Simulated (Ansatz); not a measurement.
**SiO2 — ¹⁷O nuclear quadrupole resonance**

Cell: a structure deposited in the COD, taken as it stands.

Space group P4_12_12 (No. 92); a = 4.9709, c = 6.9278 Å.

```
site  Wyckoff  site symmetry       x       y       z
  Si       4a            ..2  0.3005  0.3005  0.0000
   O       8b              1  0.2392  0.1037  0.1786
```

One atom of each set is listed.

The numbers come from a DFT calculation in Ansatz (PBE, plane waves and PAW (field gradients read without the response of the frozen cores, which leaves them typically 4 to 6 % off), scalar-relativistic, 420 eV cutoff, Γ-centred 5×5×4 k-points, Fermi–Dirac smearing 0.02 eV).

¹⁷O: I = 5/2, Q = -25.58 mb (year-2017 value). Static lattice, zero field.

Q: The simulated lines lie at 0.889, 1.73 MHz. What are |C_Q|, η and |V_zz| at O?

A: For I = 5/2 and η = 0 the lines are 3|C_Q|/20 and twice that; η pulls their ratio below 2. Here |C_Q| = 5.80 MHz, η = 0.14 and |V_zz| = 9.38 × 10²¹ V/m². The calculation gives V_zz positive; the lines don't show the sign. The site has 2 Si at 1.60–1.61 Å, angle 147°.

At O V_zz runs parallel to the line that joins its two neighbours (within 1°).

The calculated pressure of 8 GPa (PBE) comes largely from the unrelaxed atoms: it is 1.2 GPa once they are relaxed in the same cell. The largest force is 0.5 eV/Å, so the atoms aren't at the calculated equilibrium and relaxing them would move these values.
